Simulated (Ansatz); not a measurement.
One crystal and one scan (scan of one atom of the cell) at two levels, PBE (plane waves to 420 eV, PAW, scalar-relativistic; Ansatz, a first-principles code) and r2SCAN (plane waves to 500 eV, PAW, scalar-relativistic; Ansatz), each from its own relaxed cell and on its own mesh. The cell shown is that of PBE.

Starting cell, LiCl (rock salt):

```
CELL_PARAMETERS angstrom
      0.00000     2.57520     2.57520
      2.57520     0.00000     2.57520
      2.57520     2.57520     0.00000
ATOMIC_POSITIONS crystal
  Cl 0.00000 0.00000 0.00000
  Li 0.50000 0.50000 0.50000
```

In this cell atom 1 (Cl, nearest neighbour Li at 2.575 Å; its periodic images, 3.6 Å or more away, move with it) is moved by s along Cartesian z, unit vector (0.000, 0.000, 1.000); all other atoms and the cell stay fixed.

The energy includes the smearing's −TS. LiCl was relaxed with its symmetry unable to fall. Percentages come from the unrounded values.

Results of PBE:

```
Item                                                                                                                               Value
------------------------------------------------------------------------  --------------------------------------------------------------
Lattice constant a (Å)                                                                                                             5.150
Force constant k = d²E/ds² at s = 0 (finite differences) (eV/Å²)                                                                    0.59
Zone-centre optical wavenumber from k (transverse: no LO-TO term) (cm⁻¹)                                                             167
Shape of the curve                                                        a single well with its minimum at or next to zero displacement
```

Estimate the r2SCAN values.


| quantity | r2SCAN | PBE − r2SCAN |
|---|---|---|
| Lattice constant a (Å) | 5.112 | +0.038 (+0.7 %) |
| Force constant k = d²E/ds² at s = 0 (finite differences) (eV/Å²) | 0.79 | -0.20 (-25 %) |
| Zone-centre optical wavenumber from k (transverse: no LO-TO term) (cm⁻¹) | 192 | -25 (-13 %) |

PBE gives the higher value for: lattice constant a. PBE gives the lower value for: force constant k = d²E/ds² at s = 0; zone-centre optical wavenumber from k. Both give the same shape of the curve: a single well with its minimum at or next to zero displacement.

(For displaced atoms, the force is minus the slope of the energy, and its curvature is a force constant, which sets phonon frequencies.)
